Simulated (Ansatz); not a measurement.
**Mo3Se4, first-principles data**

Mo₃Se₄:
```cif
data_Mo6Se8
_chemical_formula_sum 'Mo6 Se8'
_space_group_name_H-M_alt 'P 1'
_space_group_IT_number 1
_cell_length_a 6.61398
_cell_length_b 6.61398
_cell_length_c 6.61398
_cell_angle_alpha 91.306
_cell_angle_beta 91.306
_cell_angle_gamma 91.306
loop_
_space_group_symop_operation_xyz
  'x, y, z'
loop_
_atom_site_label
_atom_site_type_symbol
_atom_site_fract_x
_atom_site_fract_y
_atom_site_fract_z
_atom_site_occupancy
Mo1 Mo 0.58618 0.77723 0.45294 1
Mo2 Mo 0.41382 0.22277 0.54706 1
Mo3 Mo 0.45294 0.58618 0.77723 1
Mo4 Mo 0.54706 0.41382 0.22277 1
Mo5 Mo 0.77723 0.45294 0.58618 1
Mo6 Mo 0.22277 0.54706 0.41382 1
Se1 Se 0.78485 0.78485 0.78485 1
Se2 Se 0.21515 0.21515 0.21515 1
Se3 Se 0.87306 0.61891 0.25194 1
Se4 Se 0.12694 0.38109 0.74806 1
Se5 Se 0.25194 0.87306 0.61891 1
Se6 Se 0.74806 0.12694 0.38109 1
Se7 Se 0.61891 0.25194 0.87306 1
Se8 Se 0.38109 0.74806 0.12694 1
```

Space group R-3 (No. 148); conventional cell a = b = 9.460 Å, c = 11.192 Å, α = β = 90.00°, γ = 120.00°.

Method: PBEsol (plane waves, PAW; program Ansatz). Geometry: relaxed at this level of theory. Other levels are named where they apply.

**Cell and energy**

| Quantity | Result |
|---|---|
| Volume per atom | 20.65 Å³ |
| Density | 6.94 g/cm³ |
| Formation energy from the elements (no fitted shifts) | -549 meV/atom |

**Electronic structure**

| Property | Value |
|---|---|
| Electronic character | metallic (no gap) |
| Density of states at the Fermi level | 0.77 states/eV per atom (mean over ±0.08 eV) |

**Phonons**

| Property | Value |
|---|---|
| Highest zone-centre frequency | 307 cm⁻¹ |
| Zone-centre stability | no imaginary mode at Γ |

The workflow started from a Materials Project entry (that database holds measured and hypothetical structures alike); the Crystallography Open Database files this formula in space group No. 148, but the cells were not matched. Its standing as an ambient phase is unchecked. The PBEsol relaxation kept the symmetry of its start. The run is not spin-polarised. As this level gives no gap, phonon frequencies hold no LO–TO term and depend on the k-mesh and smearing (Fermi–Dirac, 0.1 eV here). The references are the lowest solids computed at this level, not always the standard phases. Spin–orbit coupling is left out wherever it is not named.

Potentials: the later of the program's two PAW sets.
